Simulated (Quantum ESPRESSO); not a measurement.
Simulation results for Zn$_{3}$ClO$_{2}$F (made-up cell, one site empty)

Calculation on a made-up crystal cell, not a measurement: periodic Kohn-Sham density functional theory in plane waves with PseudoDojo standard norm-conserving scalar-relativistic pseudopotentials, each functional with its own files (v0.5 for PBE, v0.4.1 for LDA and PBEsol), no spin polarisation, no spin-orbit coupling, atoms not relaxed, stress positive in tension, energies less a fixed whole-eV offset for each atom's element; levels are Kohn-Sham levels at fractions of this cell's reciprocal vectors, counted from the reference band (half the neutral cell's valence electrons, rounded up) at Gamma; error bars cover cutoff and k-mesh only, not smearing or the files; each bar is the largest change over components, and at least 0.002 eV, 0.002 eV per angstrom or 0.02 GPa; added strain carries the atoms with the cell, and shear is the tensor component; energies are for the whole cell, and the offsets were chosen from early runs and are not element reference energies. Program: Quantum ESPRESSO 7.5.

Common to all runs: lattice type wurtzite; empty site 4; functional pbe; cutoff 1143 eV; fermi dirac smearing 0.025 eV; scf tolerance 1e-07 eV; electrons removed 0; added strain kind zz; k mesh 5 x 4 x 4, shifted by half a step.

```yaml
- entry: 1
  formula: Zn3ClO2F
  kind: "made-up cell, one site empty"
  unstrained_structure:
    cell_angstrom:
      - [3.433, 0.0111, -0.0258]
      - [0.0193, 5.9439, -0.0382]
      - [-0.0422, -0.036, 5.5898]
    atoms_fractional:
      - [Zn, 0.0143, 0.00578, 0.02889]
      - [Zn, 0.47964, 0.51244, 0.00931]
      - [Zn, 0.48755, 0.16965, 0.50556]
      - [O, -0.00886, 0.01983, 0.38531]
      - [F, 0.49788, 0.51163, 0.37867]
      - [Cl, 0.47995, 0.17016, 0.8684]
      - [O, 0.01168, 0.66661, 0.86434]
  given:
    added_strain: 0.0176
    structure_shown: "before the added strain of 0.0176"
    atom_site: [1, 2, 3, 5, 6, 7, 8]
    "atom_energy_offset [eV]": [-5687, -5687, -5687, -452, -677, -449, -452]
  results:
    "free_energy_less_offsets [eV]": 9.07
    scf_iterations: 12
    "smearing_term_minus_ts [eV]": 0.0
    "pressure [GPa]": -0.9282
    "stress_xx [GPa]": 0.9247
    "stress_yy [GPa]": 3.376
    "stress_zz [GPa]": -1.516
    "stress_yz [GPa]": 1.095
    "stress_xz [GPa]": 0.4782
    "stress_xy [GPa]": -0.8145
    force_site: [1, 2, 3, 5, 6, 7, 8]
    "force_x [eV/angstrom]": [-1.024, 0.2519, 0.1464, -0.01833, -0.01728, 0.9763, -0.3152]
    "force_y [eV/angstrom]": [-4.091, 3.829, -0.24, 1.519, -1.406, 0.09722, 0.2921]
    "force_z [eV/angstrom]": [2.607, 0.5954, -4.543, -0.8596, -0.8772, 0.8048, 2.273]
    reference_band: 43
    level_k_point: [Gamma, "(1/2,1/2,1/2)", "(0.15,0,0)", "(0,0.15,0)", "(0,0,0.15)"]
    "next_band_up [eV]": [1.401, 3.503, 2.068, 1.628, 1.668]
    "error_bar_energy [eV]": 0.002
    "error_bar_stress [GPa]": 0.03349
    "error_bar_force [eV/angstrom]": 0.002037
    "error_bar_next_band_up [eV]": 0.002
    error_bars_from: "tighter rerun of this cell"
- entry: 2
  formula: Zn3ClO2F
  kind: "made-up cell, one site empty"
  unstrained_structure:
    cell_angstrom:
      - [3.433, 0.0111, -0.0258]
      - [0.0193, 5.9439, -0.0382]
      - [-0.0422, -0.036, 5.5898]
    atoms_fractional:
      - [Zn, 0.0143, 0.00578, 0.02889]
      - [Zn, 0.47964, 0.51244, 0.00931]
      - [Zn, 0.48755, 0.16965, 0.50556]
      - [O, -0.00886, 0.01983, 0.38531]
      - [F, 0.49788, 0.51163, 0.37867]
      - [Cl, 0.47995, 0.17016, 0.8684]
      - [O, 0.01168, 0.66661, 0.86434]
  given:
    added_strain: 0.0245
    structure_shown: "before the added strain of 0.0245"
    atom_site: [1, 2, 3, 5, 6, 7, 8]
    "atom_energy_offset [eV]": [-5687, -5687, -5687, -452, -677, -449, -452]
  results: {}
```

Q: Zn$_{3}$ClO$_{2}$F (made-up cell, one site empty) (entry 2): stress xx?
A: 1.111 GPa

Further results for Zn$_{3}$ClO$_{2}$F (made-up cell, one site empty) (entry 2):

| Quantity | Value |
| --- | --- |
| free energy less offsets | 9.066 eV |
| scf iterations | 12 |
| smearing term minus ts | 0 eV |
| pressure | -1.462 GPa |
| stress yy | 3.491 GPa |
| stress zz | -0.2162 GPa |
| stress yz | 1.094 GPa |
| stress xz | 0.4635 GPa |
| stress xy | -0.7954 GPa |
| reference band | 43 |
| error bar energy | 0.002 eV |
| error bar stress | 0.03349 GPa |
| error bar force | 0.002037 eV/Å |
| error bar next band up | 0.002 eV |
| error bars from | tighter rerun of a related cell |

Forces:
```csv
site,x (eV/Å),y (eV/Å),z (eV/Å)
1,-1.012,-4.045,2.653
2,0.2456,3.802,0.6178
3,0.1391,-0.24,-4.395
5,-0.01234,1.515,-0.8985
6,-0.01954,-1.406,-0.9171
7,0.9657,0.08581,0.6302
8,-0.3069,0.2889,2.31
```

Levels:
```csv
level k point,next band up (eV)
Gamma,1.395
"(1/2,1/2,1/2)",3.484
"(0.15,0,0)",2.057
"(0,0.15,0)",1.62
"(0,0,0.15)",1.659
```
